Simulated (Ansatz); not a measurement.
Values for one crystal, relaxed and computed with PBE in the plane-wave PAW code Ansatz; other levels are named.

| Item | Value |
|---|---|
| Volume per atom | 17.88 Å³ |
| Band gap | 2.76 eV (indirect) |
| Hole effective mass, band 3 of 3 at the edge | 0.25 along [100], 0.20 along [110], 0.19 along [111] (mₑ) |
| Hole effective mass, band 1 of 3 at the edge | 0.97 along [100], 9.8 along [110], 2.4 along [111] (mₑ) |
| Conduction-band minimum | at X (3 equivalent valleys) |
| Pressure derivative B′ | 4.1 |
| Bulk modulus (Birch–Murnaghan fit) | 73.9 GPa |

Task: Pick the material that matches.
A) LiCl, rock salt
B) MgS, rock salt
C) YN, rock salt
D) MgTe, P4_2/mmc (Mg on 2c, Te on 2e)

Result: B, MgS, rock salt

Space group Fm-3m (rock salt). The cell was relaxed with PBE under the symmetry of its start.

Potentials: the later of the program's two PAW sets.
